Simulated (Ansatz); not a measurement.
Values for one crystal, relaxed and computed with DFT-PBE in the program Ansatz with PAW potentials; other levels are named.

```yaml
volume_per_atom: 30.16 Å³
electronic_character: metallic (no gap)
Formation energy from the elements (no fitted shifts): -0.33 eV/atom
Density of states at the Fermi level: 0.39 states/eV per atom (mean over ±0.08 eV)
```

Task: Pick the material that matches.
A. TiC2, P-3m1 (Ti on 1a, C on 2d)
B. Sn5Se8, P-3m1 (Pearson symbol hP13)
C. SnMo2N, P6_3/mmc (Sn on 2d, Mo on 4f, N on 2a)
D. ZnSe, P-6m2 (Zn on 1a, Se on 1f)

Result: B, Sn5Se8, P-3m1 (Pearson symbol hP13)

The start of the workflow was typed in or built on a structure type; neither database checked (COD, Materials Project) lists it. Whether it is the stable phase at ambient conditions was not checked. The cell was relaxed with PBE under the symmetry of its start; its stability against distortions is not shown here. The references are the lowest solids computed at this level, not always the standard phases. Scalar-relativistic: spin–orbit coupling is off unless named, which matters more the heavier the elements.

Potentials: the earlier of the program's two PAW sets.
